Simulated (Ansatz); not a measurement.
Sr:
```xyz
1
Lattice="0.0000 3.0135 3.0135 3.0135 0.0000 3.0135 3.0135 3.0135 0.0000" Properties=species:S:1:pos:R:3 pbc="T T T"
Sr     0.0000     0.0000     0.0000
```

Relaxed with PBE. Special points in fractions of this cell's reciprocal vectors: Γ (0.000, 0.000, 0.000); X (0.500, 0.000, 0.500); U (0.625, 0.250, 0.625); K (0.375, 0.375, 0.750); L (0.500, 0.500, 0.500); W (0.500, 0.250, 0.750).

List the band energies nearest the Fermi level at these points for DFT-PBE in the program Ansatz with PAW potentials.

In eV from the Fermi level; about four levels below and three above (degenerate sets whole), none deeper than 8.9 eV; points with the same levels are listed once.

```tsv
k	below	above
Γ	-3.65	2.36 2.36 2.36
X	-0.64	0.35 1.06 4.89
U	-0.09	0.24 0.84 3.43
L	-1.12	0.07 2.20 2.20
W	–	0.07 0.64 0.64
```

Space group Fm-3m (fcc (Cu type)). The PBE relaxation kept the symmetry of its start. Scalar-relativistic: spin–orbit coupling is off unless named, which matters more the heavier the elements.

Potentials: the later of the program's two PAW sets.
